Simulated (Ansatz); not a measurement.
**Step by step: Cd, atoms shaken at random, then relaxed with the cell**

These are results of DFT, r2SCAN, PAW with Ansatz's default frozen-core files, scalar-relativistic in Ansatz 0.2.0, not measurements.

Command: `ansatz run input.yaml --threads 1 --pin off --max-ram 2048MiB --backend cpu --events-out ev --progress --plain --runs-dir out` The run took about 400 s on 1 thread of a shared machine.

```yaml
crystal:
  lattice:
    - [2.97887, 0.0, 0.0]
    - [-1.489435, 2.5797770946, 0.0]
    - [0.0, 0.0, 5.61765]
  atoms:
    - { symbol: Cd, position: [0.3312548133, 0.6678693367, 0.2561916] }
    - { symbol: Cd, position: [0.6884326467, 0.3321644933, 0.759391] }
kpoints:
  mp_grid: { grid: [9, 9, 4] }
scf:
  occupations: { method: fermi_dirac, width: 0.05 }
hamiltonian:
  xc: r2scan
  pseudopotentials: { kind: paw }
output:
  forces: true
  stress: true
  efg: { contact_densities: true }
relax:
  f_tol: 0.01
  max_steps: 80
  cell: {}
```

The cell comes from COD entry 9008490, which wasn't checked; take it as a given geometry. The listed cell was then made from it by scaling, straining or moving an atom.

The cutoff is 500 eV; energies and pressures of the walk include the program's estimate of the Pulay term. The PAW files were made with PBE; their cores are remade for this functional.

Each frame lists the cell vectors (Å), then Cartesian positions (Å) and forces (eV/Å). Free energies count from the first step, -16536.3205 eV.

The walk took 17 evaluations in all; steps that aren't listed are left out.

Step 1: E = 0.0 meV, P = 0.71 GPa

```
cell 2.9789 0.0000 0.0000 -1.4894 2.5798 0.0000 0.0000 0.0000 5.6177
Cd   -0.0080    1.7230    1.4392     0.018   0.001   0.039
Cd    1.5560    0.8569    4.2660    -0.018  -0.001  -0.039
```

Step 2:

```
cell 2.9728 -0.0086 0.0002 -1.4938 2.5756 -0.0001 0.0004 -0.0001 5.7718
Cd    0.0045    1.7176    1.4899
Cd    1.5334    0.8493    4.3719
```

Step 3: E = -47.6 meV, P = 0.46 GPa

```
cell 2.9301 -0.0066 0.0004 -1.4707 2.5380 -0.0003 0.0007 -0.0002 5.9850
Cd    0.0116    1.6932    1.5427     0.006  -0.001   0.000
Cd    1.5061    0.8380    4.5356    -0.006   0.001   0.000
```

Step 4: E = -48.9 meV, P = -0.16 GPa

```
cell 2.9327 0.0010 0.0006 -1.4655 2.5399 -0.0005 0.0011 -0.0004 6.0552
Cd    0.0261    1.6945    1.5611     0.002   0.000   0.000
Cd    1.5000    0.8460    4.5886    -0.002   0.000   0.000
```

Step 5: E = -49.2 meV, P = -0.01 GPa

```
cell 2.9278 -0.0005 0.0012 -1.4643 2.5355 -0.0009 0.0022 -0.0008 6.0760
Cd    0.0307    1.6895    1.5661    -0.001   0.000   0.000
Cd    1.4926    0.8448    4.6048     0.001   0.000   0.000
```

Step 6: E = -49.2 meV, P = 0.01 GPa

```
cell 2.9253 0.0004 0.0019 -1.4623 2.5334 -0.0016 0.0037 -0.0013 6.0912
Cd    0.0303    1.6886    1.5699     0.000   0.000   0.000
Cd    1.4940    0.8439    4.6166     0.000   0.000   0.000
```

Step 7: E = -49.2 meV, P = 0.00 GPa

```
cell 2.9257 -0.0002 0.0025 -1.4630 2.5338 -0.0020 0.0047 -0.0016 6.0910
Cd    0.0301    1.6887    1.5697     0.000   0.000   0.000
Cd    1.4950    0.8433    4.6167     0.000   0.000   0.000
```

Step 8: E = -49.2 meV, P = -0.01 GPa

```
cell 2.9262 -0.0005 0.0042 -1.4635 2.5341 -0.0034 0.0080 -0.0028 6.0902
Cd    0.0302    1.6887    1.5691     0.000   0.000   0.000
Cd    1.4981    0.8422    4.6168     0.000   0.000   0.000
```

Step 9: E = -49.3 meV, P = -0.02 GPa

```
cell 2.9264 -0.0008 0.0067 -1.4639 2.5343 -0.0054 0.0127 -0.0044 6.0900
Cd    0.0312    1.6883    1.5686     0.000   0.000   0.000
Cd    1.5018    0.8407    4.6178     0.000   0.000   0.000
```

Step 10: E = -49.3 meV, P = -0.02 GPa

```
cell 2.9268 -0.0010 0.0136 -1.4642 2.5343 -0.0110 0.0257 -0.0091 6.0890
Cd    0.0349    1.6870    1.5669     0.000   0.000   0.000
Cd    1.5113    0.8373    4.6198     0.000   0.000   0.000
```

Step 11: E = -49.6 meV, P = 0.00 GPa

```
cell 2.9276 -0.0007 0.0292 -1.4644 2.5340 -0.0237 0.0550 -0.0197 6.0833
Cd    0.0425    1.6842    1.5624     0.000   0.000   0.000
Cd    1.5342    0.8292    4.6218     0.000   0.000   0.000
```

Step 12: E = -39.0 meV, P = 0.22 GPa, step rejected

```
cell 2.9434 -0.0052 0.1292 -1.4762 2.5346 -0.1051 0.2436 -0.0882 6.0237
Cd    0.0817    1.6706    1.5270    -0.007   0.008   0.000
Cd    1.6907    0.7692    4.6173     0.007  -0.008   0.000
```

Step 13: E = -49.7 meV, P = 0.00 GPa

```
cell 2.9296 -0.0019 0.0356 -1.4664 2.5342 -0.0293 0.0672 -0.0251 6.0784
Cd    0.0416    1.6859    1.5597     0.001  -0.001  -0.001
Cd    1.5474    0.8210    4.6205    -0.001   0.001   0.001
```

Step 14: E = -51.7 meV, P = 0.02 GPa (the cell of the step before, solved again on a basis chosen afresh, hence the jump)

Step 15: E = -51.6 meV, P = -0.01 GPa, step rejected

```
cell 2.9315 -0.0028 0.0404 -1.4682 2.5336 -0.0338 0.0762 -0.0297 6.0818
Cd    0.0472    1.6803    1.5577    -0.001   0.001   0.003
Cd    1.5511    0.8203    4.6262     0.001  -0.001  -0.003
```

(1) Give the energy and forces of step 2.

(2) How does the relaxation end?

Results:

(1) E = -21.5 meV, P = -0.15 GPa
```
Cd    0.0045    1.7176    1.4899     0.007   0.000  -0.007
Cd    1.5334    0.8493    4.3719    -0.007   0.000   0.007
```

(2) It converges, with a = 2.931 Å, b = 2.928 Å, c = 6.080 Å, α = 91.18°, β = 88.59°, γ = 120.12° for the cell as listed; within 0.05 Å it has space group C2/m; smaller departures are within what the tolerances leave open. The last solve (on a basis chosen afresh for the final cell, so its energy is not quite comparable) gives E = -51.7 meV, P = 0.00 GPa:
```
cell 2.9305 -0.0024 0.0379 -1.4673 2.5341 -0.0316 0.0715 -0.0275 6.0798
Cd    0.0437    1.6838    1.5594     0.000   0.000  -0.001
Cd    1.5497    0.8200    4.6222     0.000   0.000   0.001
```
